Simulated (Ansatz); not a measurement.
With plane-wave PAW PBEsol (Ansatz code), NbC$_{2}$ in the MoSi2 or CaC2 type structure (I4/mmm) relaxes to a = 3.157 Å, c = 5.861 Å. Against the elements it lies at 0.41 eV/atom, with no fitted shifts.

Electronic character: metallic (no gap). Gap from PBEsol with spin–orbit coupling: none (metallic).

The bulk modulus is 247 GPa. The highest mode at Γ lies at 1393 cm⁻¹.

The start of the workflow was typed in or built on a structure type; neither database checked (COD, Materials Project) lists it. Whether it is the stable phase at ambient conditions was not checked. The cell was relaxed with PBEsol under the symmetry of its start; its stability against distortions is not shown here. No spin polarisation was allowed. The volume moved by -30 % from the start of the relaxation. Its formation energy is positive at this level, so the cell may be metastable or incomplete. As this level gives no gap, phonon frequencies hold no LO–TO term and depend on the k-mesh and smearing (Fermi–Dirac, 0.1 eV here). The references are the lowest solids computed at this level, not always the standard phases. Spin–orbit coupling is left out wherever it is not named.

Potentials: the later of the program's two PAW sets.
